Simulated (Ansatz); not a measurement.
Al$_{2}$O$_{3}$:
```cif
data_Al4O6
_chemical_formula_sum 'Al4 O6'
_space_group_name_H-M_alt 'P 1'
_space_group_IT_number 1
_cell_length_a 5.12841
_cell_length_b 5.12841
_cell_length_c 5.12841
_cell_angle_alpha 55.272
_cell_angle_beta 55.272
_cell_angle_gamma 55.272
loop_
_space_group_symop_operation_xyz
  'x, y, z'
loop_
_atom_site_label
_atom_site_type_symbol
_atom_site_fract_x
_atom_site_fract_y
_atom_site_fract_z
_atom_site_occupancy
Al1 Al 0.14816 0.14816 0.14816 1
Al2 Al 0.85184 0.85184 0.85184 1
Al3 Al 0.35184 0.35184 0.35184 1
Al4 Al 0.64816 0.64816 0.64816 1
O1 O 0.94368 0.55632 0.25000 1
O2 O 0.05632 0.44368 0.75000 1
O3 O 0.25000 0.94368 0.55632 1
O4 O 0.75000 0.05632 0.44368 1
O5 O 0.55632 0.25000 0.94368 1
O6 O 0.44368 0.75000 0.05632 1
```

Relaxed with r²SCAN.

Task: Decompose the optical modes at the zone centre into irreducible representations, and say which are infrared and Raman allowed.

Result: Point group -3m: Γ_opt = 2A1g + 2A1u + 3A2g + 2A2u + 5Eg + 4Eu. Infrared: A2u, Eu. Raman: A1g, Eg.

Task: Assign frequencies (DFPT, r²SCAN (plane waves, PAW; program Ansatz); without the LO–TO term).

Result: A2g 308, Eg 381, Eu 386, A2u 401, A1g 420, Eg 434, Eu 441, Eg 449, A2g 538, Eu 572, Eg 579, A2u 584, A1u 605, Eu 636, A1g 647, A1u 700, Eg 753, A2g 758 cm⁻¹.

Space group R-3c (corundum). The r²SCAN relaxation kept the symmetry of its start; phonons on a q-mesh show no instability.

Potentials: the earlier of the program's two PAW sets.
